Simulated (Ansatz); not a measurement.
# Phonons of La3In (antiAuCu3 structure)

The computed numbers are results of PBEsol, scalar-relativistic (no spin polarisation) in the plane-wave PAW code Ansatz at 420 eV, Gaussian smearing of 0.15 eV; PAW files: Ansatz's generated set soft_2.

```
La In
1.0
     4.96688    0.00000    0.00000
     0.00000    4.96688    0.00000
     0.00000    0.00000    4.96688
La In
3 1
Direct
  0.00000 0.50000 0.50000
  0.50000 0.50000 0.00000
  0.50000 0.00000 0.50000
  0.00000 0.00000 0.00000
```

The start was a prototype's sites filled with these elements; the Crystallography Open Database holds the compound in this structure.

Force constants come from finite displacements in a 2×2×2 supercell (the unit cell's 8×8×8 k-mesh, folded to it); the long-range dipole term is not included. Points in reciprocal vectors of this cell: Γ = (0.000, 0.000, 0.000), X = (0.000, 0.500, 0.000), M = (0.500, 0.500, 0.000), R = (0.500, 0.500, 0.500).

Q: Is the structure dynamically stable along this path, and where does the spectrum end?

A: Yes: no branch is imaginary beyond numerical noise. The highest frequency is 107 cm⁻¹, at R. Points that don't fit the supercell are interpolated.

Frequencies at the named points (cm⁻¹, imaginary ones negative):
```tsv
point	ω (cm⁻¹)
Γ	0 0 0 39 39 39 84 84 84 104 104 104
X	42 43 52 52 57 57 65 65 83 97 105 105
M	26 55 60 60 61 67 73 74 74 97 104 104
R	22 22 48 48 48 66 66 66 95 95 95 107
```

Q: What does the harmonic approximation give for the vibrational free energy, entropy and heat capacity?

A: Zero-point energy 12.8 meV/atom.
| T (K) | F_vib (meV/atom) | S (J/K per mole of atoms) | C_V (J/K per mole of atoms) |
| --- | --- | --- | --- |
| 100 | -0.7 | 27.8 | 22.8 |
| 200 | -38.9 | 44.3 | 24.4 |
| 300 | -90.3 | 54.2 | 24.7 |
| 400 | -150.3 | 61.3 | 24.8 |
| 500 | -216.9 | 66.9 | 24.9 |
| 600 | -288.6 | 71.4 | 24.9 |
| 700 | -364.7 | 75.3 | 24.9 |
| 800 | -444.4 | 78.6 | 24.9 |
| 900 | -527.4 | 81.5 | 24.9 |
| 1000 | -613.3 | 84.1 | 24.9 |

The highest mode, 107 cm⁻¹, is worth 150 K. At 300 K the heat capacity has reached 99 % of the classical limit 3R = 24.9 J/K per mole of atoms, since all modes lie under k_BT.

The crystal is a metal or nearly so; low and unstable modes depend on mesh and smearing.

Run time: 10 min on 4 threads of Arm Neoverse N1 (shared host), peak memory 6.2 GiB.

These numbers lack spin–orbit coupling.
